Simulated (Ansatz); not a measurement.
CaHBr (space group P4/nmm)

```yaml
crystal:
  lattice:
    - [3.83303, 0.00000, 0.00000]
    - [0.00000, 3.83303, 0.00000]
    - [0.00000, 0.00000, 8.23965]
  atoms:
    - { symbol: Ca, position: [0.00000, 0.50000, 0.15719] }
    - { symbol: Ca, position: [0.50000, 0.00000, 0.84281] }
    - { symbol: H, position: [0.50000, 0.50000, 0.00000] }
    - { symbol: H, position: [0.00000, 0.00000, 0.00000] }
    - { symbol: Br, position: [0.00000, 0.50000, 0.68010] }
    - { symbol: Br, position: [0.50000, 0.00000, 0.31990] }
```

The slice is a (010) plane (indices of the conventional cell) through the point (0.000, 0.500, 0.680) (fractional), spanned by u = [100] and v = [001] in vectors of this cell: u (3.83 Å) and v (8.24 Å, at 90° to u). It covers one period; positions are fractions (u, v).

Computed with r2SCAN (plane waves to 500 eV, PAW, scalar-relativistic; Ansatz, a first-principles code). k mesh 9×9×4. Inside the PAW spheres the values are not all-electron values, and peaks at nuclei hang on which shells count as valence. CaHBr was relaxed with its symmetry unable to fall.

Q: What is the valence density on the shortest Ca–H line in this plane (2.31 Å), at its minimum between the atoms?

A: 0.17 e/Å³.

Q: What is the ELF at the density minimum of the shortest Ca–H line in this plane (2.31 Å)?

A: 0.1.

Q: Sketch the electrostatic potential energy of an electron, from the cell's mean on this plane as a map.

A: 
```
|xxxxxxxx0066888888886600xxxxxx|
|xxxxxxxx3377889999887733xxxxxx|
|xxxxxx11668899999999886611xxxx|
|001133668899999999999988663311|
|666677889999999999999999887766|
|888899999999999999999999999988|
|999999999999999999999999999999|
|888888999999999999999999998888|
|777777888899999999999988887777|
|556666777788888888888877776666|
|333344556677888888887766554433|
|000011335566777777776655331100|
|xxxx000022556677776655220000xx|
|xxxxxx00003355666655330000xxxx|
|xxxxxxxx0022556666552200xxxxxx|
|xxxxxxxx0011446666441100xxxxxx|
|xxxxxxxx0011446666441100xxxxxx|
|xxxxxxxx002255xxxx552200xxxxxx|
|xxxxxxxx00xxxxxxxxxxxx00xxxxxx|
|xxxxxx0022xxxxxxxxxxxx2200xxxx|
|00000022xxxxxxxxxxxxxxxx220000|
|22224455xxxxxxxxxxxxxxxx554422|
|55556677xxxxxxxxxxxxxxxx776655|
|7777777788xxxxxxxxxxxx88777777|
|888888888877xxxxxxxx7788888888|
|777788887777777777777777888877|
|556666777777666666667777776666|
|000022556666666666666666552200|
|xxxxxx11446666666666664411xxxx|
|xxxxxxxx2266777777776622xxxxxx|
|xxxxxxxx0055777777775500xxxxxx|
|xxxxxxxx0055778888775500xxxxxx|
```
Scale: ten equal steps from 0.00 (start of '0') to 8.23 (end of '9'), in the order '0123456789'. Values: electrostatic potential energy of an electron, from the cell's mean, in eV. The map has 15 points along u (two characters each, u = 0 at the left) and 32 along v (v = 0 in the bottom row). Points within 1 Å of a nucleus are blanked (x), as the pseudised field means little there. Values under 0 eV are set to 0. The zero, the cell's mean, hangs on the PAW cores.
